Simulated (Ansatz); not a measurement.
**TaCuN$_{2}$: computed DOS**

Space group R-3m:H (No. 166). a = 3.136 Å, b = 3.136 Å, c = 17.438 Å, α = 90.00°, β = 90.00°, γ = 120.00°
```tsv
atom	site	symmetry	x	y	z
Ta	3b	-3m	0.3333	0.6667	0.1667
Cu	3a	-3m	0.0000	0.0000	0.0000
N	6c	3m	0.0000	0.0000	0.1190
```

The runs use the primitive cell with vectors (1.568, 0.905, 5.813), (-1.568, 0.905, 5.813), (0.000, -1.811, 5.813) Å, to which the k mesh refers.

The geometry is COD entry 4030363, unchecked; take it as a test cell.

Spin–orbit coupling is left out, though it moves levels of the heavy atoms by tenths of an eV or more.

Computed with DFT, PBEsol, all-electron LAPW, scalar-relativistic (Ansatz 0.2.0).

Sampling and basis: a Γ-centred 12×12×12 k mesh, Fermi–Dirac smearing of 0.05 eV, basis error target 1 meV/atom, no spin polarisation.

States per eV and cell, averaged over 0.6 eV, from -13.0 to 6.6 eV, with energies (bin centres) from the valence-band top; empty bins are left out. The partial columns, the largest 4 alone, are projections on Löwdin-orthogonalised atomic shells (those that the program's projection atoms carry: the occupied ones and, for some elements, an empty d or f shell; other empty shells have no column), summed over atoms of an element. Weights on diffuse s and p shells depend on that basis and aren't pure angular character.

```csv
E (eV),total,N 2p,Cu 3d,Ta 5d,Cu 4s
-12.8,0.27,0.01,0.00,0.02,0.01
-7.4,0.36,0.19,0.01,0.12,0.01
-6.8,2.01,1.08,0.05,0.64,0.14
-6.2,1.88,1.06,0.05,0.64,0.04
-5.6,2.24,1.36,0.08,0.67,0.04
-5.0,2.12,1.32,0.10,0.56,0.04
-4.4,1.91,1.19,0.21,0.29,0.08
-3.8,2.32,1.36,0.31,0.35,0.09
-3.2,1.46,0.70,0.41,0.15,0.11
-2.6,5.20,1.75,2.84,0.31,0.15
-2.0,6.27,0.92,5.02,0.16,0.09
-1.4,7.11,1.03,5.61,0.25,0.09
-0.8,3.19,1.51,1.25,0.14,0.18
-0.2,0.59,0.33,0.20,0.01,0.04
1.0,0.61,0.08,0.04,0.32,0.07
1.6,2.16,0.38,0.17,0.87,0.43
2.2,1.07,0.16,0.05,0.51,0.19
2.8,2.51,0.44,0.06,1.38,0.24
3.4,3.15,0.51,0.03,2.07,0.15
4.0,2.52,0.64,0.03,1.30,0.05
4.6,1.31,0.43,0.03,0.58,0.01
5.2,0.26,0.02,0.00,0.02,0.06
5.8,0.81,0.09,0.02,0.07,0.22
6.4,0.54,0.05,0.01,0.04,0.09
```

Problem. Where is the centre of the filled Cu 3d states between -14 eV and the top of the filled states?

Solution. -1.97 eV from the valence-band top.
